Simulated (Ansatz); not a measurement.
CdI2 (CdI2 type)

```
CdI2
1.0
    4.24228     0.00000     0.00000
   -2.12114     3.67393     0.00000
    0.00000     0.00000     6.82527
Cd I
1 2
Direct
  0.00000   0.00000   0.00000
  0.33333   0.66667   0.25350
  0.66667   0.33333   0.74650
```

Equation-of-state scan: isotropic scaling of the cell above, V₀ being its volume. The atoms relax within the cell's symmetry.

These are PBE-D3(BJ) (plane waves to 420 eV, PAW, scalar-relativistic; Ansatz, a first-principles code) values and carry that method's errors. k mesh 9×9×5 (Γ-centred), Fermi-Dirac smearing 0.05 eV. E stands for the smeared free energy. Stress and pressure are positive under compression. With the shape held, the modulus is that of even scaling; a crystal free to change shape is softer. CdI2 was relaxed with its symmetry unable to fall. Spin-orbit coupling is left out, though I is heavy. The PAW data are Ansatz's earlier set. ΔE is measured from the relaxed starting cell.

```tsv
V (Å³/atom)	ΔE (meV/atom)
29.786	81.6
31.204	41.0
32.622	16.4
34.041	3.7
35.459	0.0
36.878	3.1
38.296	withheld
39.714	23.2
41.133	38.1
```

Q: Fit a third-order Birch-Murnaghan form (E₀, V₀, B₀, B₀′ free) to the given rows and predict ΔE at V = 38.296.

A: Least squares on the 8 given rows: ΔE = E₀ + (9V₀B₀/16)·y²·[2 + (B₀′ − 4)y], y = (V₀/V)^(2/3) − 1, with V₀ = 35.452 Å³/atom, B₀ = 19.11 GPa (160.2 GPa = 1 eV/Å³; the term in eV is multiplied by 1000), B₀′ = 6.14, E₀ = -0.02 meV/atom; root-mean-square residual 0.05 meV/atom. At 38.296 the fit gives 11.3 meV/atom; the calculation gives 11.2 meV/atom, so the interpolation is off by 0.1 (+0.9 %). For the pressure the fit gives -1.16 GPa against the computed -1.16 GPa.

(A scan under strain: stresses follow from slopes of the energy per volume, elastic moduli from its curvatures.)
